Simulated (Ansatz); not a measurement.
Relaxation of a generated trial cell of Au in the AFLOW prototype A_hR1_166_a (A10, as in Hg); 1 atom in the cell, which starts as R-3m, hexagonal axes (No. 166), hR1; a = 3.125 Å, b = 3.125 Å, c = 6.023 Å, α = 90.00°, β = 90.00°, γ = 120.00°. Computed with PBE (plane waves to 420 eV, PAW, scalar-relativistic; Ansatz, a first-principles code). Γ-centred k-mesh 13×13×13 on the run's cell (coarser than for final values), Fermi–Dirac smearing 0.05 eV. This is the first round of the run. 

The optimiser's lines from the output (shortened; P is positive under compression):

```
relax step   1: F+E_penalty+E_count = -13151.05056523 eV  Δ(F+E_penalty+E_count) = +0.000e0 eV  max|allowed force component| = 0.000e0 eV/Å  Δτ_max = 0.0000 Å  P = +17.339 GPa  Ω = 16.979 Å³  (6 SCF iters, dr2 threshold 1.00e-7 eV, accepted)
relax step   2: F+E_penalty+E_count = -13151.14256567 eV  Δ(F+E_penalty+E_count) = -9.200e-2 eV  max|allowed force component| = 0.000e0 eV/Å  Δτ_max = 0.0000 Å  P = -0.870 GPa  Ω = 18.831 Å³  (6 SCF iters, dr2 threshold 1.00e-7 eV, accepted)
relax step   3: F+E_penalty+E_count = -13151.15685987 eV  Δ(F+E_penalty+E_count) = -1.429e-2 eV  max|allowed force component| = 0.000e0 eV/Å  Δτ_max = 0.0000 Å  P = -0.514 GPa  Ω = 18.609 Å³  (5 SCF iters, dr2 threshold 1.00e-7 eV, accepted)
relax step   4: F+E_penalty+E_count = -13151.19136932 eV  Δ(F+E_penalty+E_count) = -3.451e-2 eV  max|allowed force component| = 0.000e0 eV/Å  Δτ_max = 0.0000 Å  P = +1.193 GPa  Ω = 18.019 Å³  (5 SCF iters, dr2 threshold 1.00e-7 eV, accepted)
relax step   5: F+E_penalty+E_count = -13151.20677962 eV  Δ(F+E_penalty+E_count) = -1.541e-2 eV  max|allowed force component| = 0.000e0 eV/Å  Δτ_max = 0.0000 Å  P = +1.861 GPa  Ω = 17.703 Å³  (5 SCF iters, dr2 threshold 1.00e-7 eV, accepted)
relax step   6: F+E_penalty+E_count = -13151.20808282 eV  Δ(F+E_penalty+E_count) = -1.303e-3 eV  max|allowed force component| = 0.000e0 eV/Å  Δτ_max = 0.0000 Å  P = +0.147 GPa  Ω = 17.888 Å³  (5 SCF iters, dr2 threshold 1.00e-7 eV, accepted)
relax step   7: F+E_penalty+E_count = -13151.20809820 eV  Δ(F+E_penalty+E_count) = -1.538e-5 eV  max|allowed force component| = 0.000e0 eV/Å  Δτ_max = 0.0000 Å  P = +0.005 GPa  Ω = 17.898 Å³  (3 SCF iters, dr2 threshold 1.00e-7 eV, accepted)
relax step   8: F+E_penalty+E_count = -13151.21205244 eV  Δ(F+E_penalty+E_count) = -3.954e-3 eV  max|allowed force component| = 0.000e0 eV/Å  Δτ_max = 0.0000 Å  P = +0.477 GPa  Ω = 17.898 Å³  stress off target by 1.34e0 GPa  SCF on the basis re-selected at this cell (its energy is not comparable with the rows above)  (7 SCF iters)
relax step   9: F+E_penalty+E_count = -13151.21317457 eV  Δ(F+E_penalty+E_count) = -1.122e-3 eV  max|allowed force component| = 0.000e0 eV/Å  Δτ_max = 0.0000 Å  P = +0.289 GPa  Ω = 17.901 Å³  (4 SCF iters, dr2 threshold 1.00e-7 eV, accepted)
relax step  10: F+E_penalty+E_count = -13151.21324852 eV  Δ(F+E_penalty+E_count) = -7.395e-5 eV  max|allowed force component| = 0.000e0 eV/Å  Δτ_max = 0.0000 Å  P = +0.040 GPa  Ω = 17.932 Å³  (4 SCF iters, dr2 threshold 1.00e-7 eV, accepted)
relax step  11: F+E_penalty+E_count = -13151.21324865 eV  Δ(F+E_penalty+E_count) = -1.238e-7 eV  max|allowed force component| = 0.000e0 eV/Å  Δτ_max = 0.0000 Å  P = -0.009 GPa  Ω = 17.938 Å³  (3 SCF iters, dr2 threshold 8.72e-9 eV, accepted)
relax step  12: F+E_penalty+E_count = -13151.21326644 eV  Δ(F+E_penalty+E_count) = -1.780e-5 eV  max|allowed force component| = 0.000e0 eV/Å  Δτ_max = 0.0000 Å  P = -0.010 GPa  Ω = 17.938 Å³  stress off target by 1.19e-2 GPa  SCF on the basis re-selected at this cell (its energy is not comparable with the rows above)  (5 SCF iters)
```

From the first to the last row the energy changes by -0.16 eV/atom and the volume by +5.6 %. The last row is marked as not comparable with the walk above it, whose basis was carried along; it does compare with step 1, since both stand on a basis selected at the nominal cutoff for their own cell.

Later rounds, restarted from the end of this one on a renewed k-mesh, logged 4 more steps and released under 0.01 eV/atom more. The final structure after all rounds: Fm-3m (No. 225), cF4, fcc (Cu type); a = 4.1573 Å, b = 4.1573 Å, c = 4.1573 Å, α = 90.00°, β = 90.00°, γ = 90.00°. Between re-selections the logged energies stand on a plane-wave basis carried along with the cell. No spin polarisation in the result.

The run could not lose the symmetry of its start.
